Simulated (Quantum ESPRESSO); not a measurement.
Ti2Cu4RuMo, one run as intended and one with a planted mistake

Simulated, not a measurement. The program is pw.x of Quantum ESPRESSO 7.5 (plane-wave density functional theory). The cell is made up: eight metal atoms on a hexagonal close-packed lattice, with elements, volume, strain and displacements drawn at random and not relaxed, so it may be unstable or far from any real phase. PseudoDojo standard norm-conserving files set the functional (PBE unless stated); there is no spin polarisation or spin-orbit coupling, the Fermi-Dirac width of 0.25 eV means electrons at about 2900 K, and the masses in the input are unused placeholders. The copper pseudopotential is less sure than most, with forces differing by about three percent and pressure by about two GPa from a second method on plain copper. A spin test at this wide smearing found no moment, but such smearing suppresses magnetism that the real alloy may have.

Intended input:

```
&control calculation='scf', pseudo_dir='./dojo.nc.sr.pbe.v0_5.standard.upf', outdir='./o', disk_io='minimal', tprnfor=.true., tstress=.true. /
&system ibrav=0, nat=8, ntyp=4, nbnd=79, ecutwfc=92.02030273, nosym=.true., tot_charge=0,
 occupations='smearing', smearing='fd', degauss=0.0183746611
/
&electrons conv_thr=1.470e-08, electron_maxstep=70, mixing_beta=0.5 /
ATOMIC_SPECIES
Cu 1.0 Cu.upf
Mo 1.0 Mo.upf
Ru 1.0 Ru.upf
Ti 1.0 Ti.upf
CELL_PARAMETERS angstrom
-2.6472 0.0 0.0
0.0 0.0 -4.4322
0.0 -9.17 0.0
ATOMIC_POSITIONS angstrom
Ti 0.001 0.0196 -0.0321
Cu -0.0649 -4.6519 0.0548
Cu -0.0006 -3.0901 -2.2444
Cu -0.0339 -7.5947 -2.297
Ti -1.3243 -2.2903 -0.0188
Cu -1.3387 -6.8376 -0.007
Ru -1.307 -0.7427 -2.1836
Mo -1.3239 -5.3696 -2.2857
K_POINTS automatic
9 5 3 1 1 1
```

The log is shortened where brackets say so; the opening notice, blank lines, dates and the lines on written files are dropped, and the path of the files is cut. It prints rydbergs, bohrs and kilobars, and counts compression as positive stress. Its total energy is the free energy E - TS of the whole cell.

Log of the intended run:

```
     Program PWSCF v.7.5
     Parallel version (MPI & OpenMP), running on       4 processor cores
     Number of MPI processes:                 4
     Threads/MPI process:                     1
     [start-up lines left out]
     bravais-lattice index     =            0
     lattice parameter (alat)  =       5.0025  a.u.
     unit-cell volume          =     726.0592 (a.u.)^3
     number of atoms/cell      =            8
     number of atomic types    =            4
     number of electrons       =       130.00
     number of Kohn-Sham states=           79
     kinetic-energy cutoff     =      92.0203  Ry
     charge density cutoff     =     368.0812  Ry
     scf convergence threshold =      1.5E-08
     mixing beta               =       0.5000
     number of iterations used =            8  plain     mixing
     Exchange-correlation= PBE
                           (   1   4   3   4   0   0   0)
     [axes and pseudopotential details left out]
   Cartesian axes
     site n.     atom                  positions (alat units)
         1        Ti     tau(   1) = (   0.0003778   0.0074040  -0.0121260  )
         2        Cu     tau(   2) = (  -0.0245165  -1.7572907   0.0207011  )
         3        Cu     tau(   3) = (  -0.0002267  -1.1673089  -0.8478392  )
         4        Cu     tau(   4) = (  -0.0128060  -2.8689559  -0.8677093  )
         5        Ti     tau(   5) = (  -0.5002644  -0.8651783  -0.0071018  )
         6        Cu     tau(   6) = (  -0.5057041  -2.5829556  -0.0026443  )
         7        Ru     tau(   7) = (  -0.4937292  -0.2805606  -0.8248716  )
         8        Mo     tau(   8) = (  -0.5001133  -2.0284074  -0.8634406  )
     number of k points=    68  Fermi-Dirac smearing, width (Ry)=  0.0184
                       cart. coord. in units 2pi/alat
        k(    1) = (  -0.0555556  -0.0481134  -0.0597265), wk =   0.0296296
        k(    2) = (  -0.0555556   0.1443402  -0.0597265), wk =   0.0296296
     [further k points left out]
     Dense  grid:    86621 G-vectors     FFT dimensions: (  32,  54, 108)
     Estimated max dynamical RAM per process >     375.04 MB
     Estimated total dynamical RAM >       1.40 GB
     Initial potential from superposition of free atoms
     starting charge     129.9933, renormalised to     130.0000
     Starting wfcs are   80 randomized atomic wfcs
     total cpu time spent up to now is        7.3 secs
     per-process dynamical memory:   304.3 Mb
     Self-consistent Calculation
     iteration #  1     ecut=    92.02 Ry     beta= 0.50
     Davidson diagonalization with overlap
     ethr =  1.00E-02,  avg # of iterations =  4.9
     total cpu time spent up to now is       28.6 secs
     total energy              =   -2072.82284188 Ry
     estimated scf accuracy    <      35.28532027 Ry
     iteration #  2     ecut=    92.02 Ry     beta= 0.50
     Davidson diagonalization with overlap
     ethr =  1.00E-02,  avg # of iterations =  5.4
     total cpu time spent up to now is       57.5 secs
     total energy              =   -2052.90599826 Ry
     estimated scf accuracy    <     641.20513095 Ry
     [iterations 3 to 19 left out]
     iteration # 20     ecut=    92.02 Ry     beta= 0.50
     Davidson diagonalization with overlap
     ethr =  1.45E-10,  avg # of iterations =  1.6
     total cpu time spent up to now is      347.8 secs
     total energy              =   -2097.00785526 Ry
     estimated scf accuracy    <       0.00000003 Ry
     iteration # 21     ecut=    92.02 Ry     beta= 0.50
     Davidson diagonalization with overlap
     ethr =  2.27E-11,  avg # of iterations =  2.0
     total cpu time spent up to now is      361.5 secs
     End of self-consistent calculation
     [lines on levels left out]
!    total energy              =   -2097.00785526 Ry
     estimated scf accuracy    <          1.9E-09 Ry
     smearing contrib. (-TS)   =      -0.10009572 Ry
     internal energy E=F+TS    =   -2096.90775954 Ry
     The total energy is F=E-TS. E is the sum of the following terms:
     one-electron contribution =   -1077.46326133 Ry
     hartree contribution      =     613.73358478 Ry
     xc contribution           =    -276.36445145 Ry
     ewald contribution        =   -1356.81363155 Ry
     convergence has been achieved in  21 iterations
     Forces acting on atoms (cartesian axes, Ry/au):
     atom    1 type  4   force =     0.00065176    0.03315447    0.00583762
     atom    2 type  1   force =     0.01112242    0.01405707   -0.03702450
     atom    3 type  1   force =    -0.00030917   -0.00107112    0.00627123
     atom    4 type  1   force =     0.00433681   -0.01480902    0.01233061
     atom    5 type  4   force =    -0.00351333   -0.03163252    0.00139303
     atom    6 type  1   force =    -0.00195883    0.00271530   -0.01710686
     atom    7 type  3   force =    -0.00295180   -0.02802552   -0.01482496
     atom    8 type  2   force =    -0.00737786    0.02561134    0.04312382
     Total force =     0.090329     Total SCF correction =     0.000256
     Computing stress (Cartesian axis) and pressure
          total   stress  (Ry/bohr**3)                   (kbar)     P=       69.49
   0.00058200   0.00001258  -0.00001159           85.62        1.85       -1.70
   0.00001258   0.00071292  -0.00000869            1.85      104.87       -1.28
  -0.00001159  -0.00000869   0.00012231           -1.70       -1.28       17.99
     init_run     :      6.59s CPU      6.85s WALL (       1 calls)
     electrons    :    347.23s CPU    354.28s WALL (       1 calls)
     forces       :      1.89s CPU      1.89s WALL (       1 calls)
     stress       :      6.34s CPU      6.34s WALL (       1 calls)
     [timing details left out]
     PWSCF        :   6m 2.51s CPU   6m 9.84s WALL
     JOB DONE.
```

A second run has one planted mistake: two atoms have their elements exchanged. The input lines that differ:

```
- Ti 0.001 0.0196 -0.0321
+ Mo 0.001 0.0196 -0.0321
- Mo -1.3239 -5.3696 -2.2857
+ Ti -1.3239 -5.3696 -2.2857
```

Its log:

```
     Program PWSCF v.7.5
     Parallel version (MPI & OpenMP), running on       4 processor cores
     Number of MPI processes:                 4
     Threads/MPI process:                     1
     [start-up lines left out]
     bravais-lattice index     =            0
     lattice parameter (alat)  =       5.0025  a.u.
     unit-cell volume          =     726.0592 (a.u.)^3
     number of atoms/cell      =            8
     number of atomic types    =            4
     number of electrons       =       130.00
     number of Kohn-Sham states=           79
     kinetic-energy cutoff     =      92.0203  Ry
     charge density cutoff     =     368.0812  Ry
     scf convergence threshold =      1.5E-08
     mixing beta               =       0.5000
     number of iterations used =            8  plain     mixing
     Exchange-correlation= PBE
                           (   1   4   3   4   0   0   0)
     [axes and pseudopotential details left out]
   Cartesian axes
     site n.     atom                  positions (alat units)
         1        Mo     tau(   1) = (   0.0003778   0.0074040  -0.0121260  )
         2        Cu     tau(   2) = (  -0.0245165  -1.7572907   0.0207011  )
         3        Cu     tau(   3) = (  -0.0002267  -1.1673089  -0.8478392  )
         4        Cu     tau(   4) = (  -0.0128060  -2.8689559  -0.8677093  )
         5        Ti     tau(   5) = (  -0.5002644  -0.8651783  -0.0071018  )
         6        Cu     tau(   6) = (  -0.5057041  -2.5829556  -0.0026443  )
         7        Ru     tau(   7) = (  -0.4937292  -0.2805606  -0.8248716  )
         8        Ti     tau(   8) = (  -0.5001133  -2.0284074  -0.8634406  )
     number of k points=    68  Fermi-Dirac smearing, width (Ry)=  0.0184
                       cart. coord. in units 2pi/alat
        k(    1) = (  -0.0555556  -0.0481134  -0.0597265), wk =   0.0296296
        k(    2) = (  -0.0555556   0.1443402  -0.0597265), wk =   0.0296296
     [further k points left out]
     Dense  grid:    86621 G-vectors     FFT dimensions: (  32,  54, 108)
     Estimated max dynamical RAM per process >     375.04 MB
     Estimated total dynamical RAM >       1.40 GB
     Initial potential from superposition of free atoms
     starting charge     129.9933, renormalised to     130.0000
     Starting wfcs are   80 randomized atomic wfcs
     total cpu time spent up to now is        6.6 secs
     per-process dynamical memory:   304.3 Mb
     Self-consistent Calculation
     iteration #  1     ecut=    92.02 Ry     beta= 0.50
     Davidson diagonalization with overlap
     ethr =  1.00E-02,  avg # of iterations =  5.0
     total cpu time spent up to now is       26.0 secs
     total energy              =   -2082.95747898 Ry
     estimated scf accuracy    <      21.28451109 Ry
     iteration #  2     ecut=    92.02 Ry     beta= 0.50
     Davidson diagonalization with overlap
     ethr =  1.00E-02,  avg # of iterations =  3.5
     total cpu time spent up to now is       46.7 secs
     total energy              =   -2082.36506633 Ry
     estimated scf accuracy    <     199.96922217 Ry
     [iterations 3 to 20 left out]
     iteration # 21     ecut=    92.02 Ry     beta= 0.50
     Davidson diagonalization with overlap
     ethr =  7.22E-11,  avg # of iterations =  2.1
     total cpu time spent up to now is      332.6 secs
     total energy              =   -2097.02834447 Ry
     estimated scf accuracy    <       0.00000005 Ry
     iteration # 22     ecut=    92.02 Ry     beta= 0.50
     Davidson diagonalization with overlap
     ethr =  3.71E-11,  avg # of iterations =  1.1
     total cpu time spent up to now is      345.6 secs
     End of self-consistent calculation
     [lines on levels left out]
!    total energy              =   -2097.02834448 Ry
     estimated scf accuracy    <          2.4E-09 Ry
     smearing contrib. (-TS)   =      -0.09752616 Ry
     internal energy E=F+TS    =   -2096.93081831 Ry
     The total energy is F=E-TS. E is the sum of the following terms:
     one-electron contribution =   -1057.53504181 Ry
     hartree contribution      =     603.66383281 Ry
     xc contribution           =    -276.35802973 Ry
     ewald contribution        =   -1366.70157959 Ry
     convergence has been achieved in  22 iterations
     Forces acting on atoms (cartesian axes, Ry/au):
     atom    1 type  2   force =     0.00086380    0.03742996    0.00874133
     atom    2 type  1   force =     0.01091062    0.01768291   -0.02930965
     atom    3 type  1   force =    -0.00049932   -0.00438513    0.00570549
     atom    4 type  1   force =     0.00409507   -0.00932155    0.01329061
     atom    5 type  4   force =    -0.00332334   -0.04162633    0.00086308
     atom    6 type  1   force =    -0.00205439    0.00160026   -0.01338898
     atom    7 type  3   force =    -0.00373556   -0.02552734   -0.01877649
     atom    8 type  4   force =    -0.00625688    0.02414722    0.03287461
     Total force =     0.088051     Total SCF correction =     0.000362
     Computing stress (Cartesian axis) and pressure
          total   stress  (Ry/bohr**3)                   (kbar)     P=       76.92
   0.00066606   0.00001289  -0.00000714           97.98        1.90       -1.05
   0.00001289   0.00069168   0.00001161            1.90      101.75        1.71
  -0.00000714   0.00001161   0.00021096           -1.05        1.71       31.03
     init_run     :      6.29s CPU      6.53s WALL (       1 calls)
     electrons    :    331.82s CPU    338.96s WALL (       1 calls)
     forces       :      1.90s CPU      1.91s WALL (       1 calls)
     stress       :      6.44s CPU      6.45s WALL (       1 calls)
     [timing details left out]
     PWSCF        :   5m46.60s CPU   5m54.01s WALL
     JOB DONE.
```

```
                                            intended run  run with the mistake
                          free energy (eV)    -28531.245            -28531.524
         entropy term -TS, part of it (eV)        -1.362                -1.327
                            pressure (GPa)          6.95                  7.69
size of the largest force component (eV/Å)         1.109                 1.070
largest change of a force component (eV/Å)                               0.264
                                iterations            21                    22
```

For scale, a rerun of the intended cell at a higher cutoff and on a denser mesh moved values by no more than 0.016 eV in energy, 0.23 GPa in stress and 0.014 eV/Å in force, and a second program with other atomic files agreed on that cell to 2 % rms in force and 0.5 GPa in pressure.